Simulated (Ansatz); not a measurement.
Theory: DFT PBE, scalar-relativistic, plane waves, PAW in Ansatz 0.2.0. Settings: cutoff 420 eV, Γ-centred meshes spaced at most about 0.3 Å⁻¹, and about 0.25 Å⁻¹ or finer for metals (2π included), Gaussian smearing. No spin polarisation in the final relaxations.

All energies are static (0 K, no zero-point motion).

Two relaxed structures of Li2H:

1.

```
CELL_PARAMETERS angstrom
2.80862 0.00000 0.00000
-1.40431 2.43234 0.00000
0.00000 0.00000 10.24584
ATOMIC_POSITIONS crystal
Li 0.33333 0.66667 0.37209
Li 0.66667 0.33333 0.87209
Li 0.33333 0.66667 0.12791
Li 0.66667 0.33333 0.62791
H 0.00000 0.00000 0.25000
H 0.00000 0.00000 0.75000
```

2.

```
CELL_PARAMETERS angstrom
2.83736 0.00000 0.00000
-1.41868 2.45723 0.00000
0.00000 0.00000 4.98847
ATOMIC_POSITIONS crystal
Li 0.33333 0.66667 0.26430
Li 0.66667 0.33333 0.73570
H 0.00000 0.00000 0.50000
```

Question: Which is lower in energy, and by how much?

Answer: Cell 2 is lower, by 38 meV/atom. Cell 1 has space group P6_3/mmc (No. 194), 11.7 Å³/atom and no gap on its mesh; cell 2 has the anti-cadmium iodide type, space group P-3m1 (No. 164), 11.6 Å³/atom and no gap. In cell 1, Li is surrounded by 3 H at 2.05 Å, 1 Li at 2.50 Å and 6 Li at 2.81 Å; H is surrounded by 6 Li at 2.05 Å. In cell 2, around Li lie 3 H at 2.02 Å; around H lie 6 Li at 2.02 Å. Both come from invented guesses.

With hydrogen, zero-point motion can shift such differences by 10 meV/atom or more. A magnetic state wasn't ruled out in cells without spin, among them P-3m1. Cells relaxed within their symmetry can be saddle points.
